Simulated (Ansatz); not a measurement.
NaPt3O4 in space group Pm-3n (No. 223; Na on 2a, Pt on 6c, O on 8e) under volume change, PBEsol (plane waves, PAW; program Ansatz), scaled uniformly.

| V (Å³/atom) | E − E(relaxed) (meV/atom) | P (GPa) |
|---|---|---|
| 10.422 | 76.6 | 26.17 |
| 10.766 | 31.9 | 15.83 |
| 11.109 | (withheld) | (withheld) |
| 11.453 | 0.0 | 0.00 |
| 11.796 | 6.7 | -6.04 |
| 12.140 | 25.2 | -11.07 |
| 12.484 | (withheld) | (withheld) |

Complete the blanks.


- 11.109, E − E(relaxed) (meV/atom): 7.5
- 11.109, P (GPa): 7.21
- 12.484, E − E(relaxed) (meV/atom): 53.5
- 12.484, P (GPa): -15.27

What does a third-order Birch–Murnaghan fit give for V₀, B₀ and B′?

V₀ = 11.45 Å³/atom, B₀ = 219 GPa, B′ = 5.0.

The first step of the workflow began from a Materials Project structure, measured or hypothetical; the Crystallography Open Database files this formula in space group No. 223, but the cells were not matched. Whether it is the stable phase at ambient conditions was not checked. Symmetry was held in the PBEsol relaxation; of distortions, only those at the zone centre were tested. No spin polarisation was allowed. Scalar-relativistic: spin–orbit coupling is off unless named, which matters more the heavier the elements.

Potentials: the earlier of the program's two PAW sets.
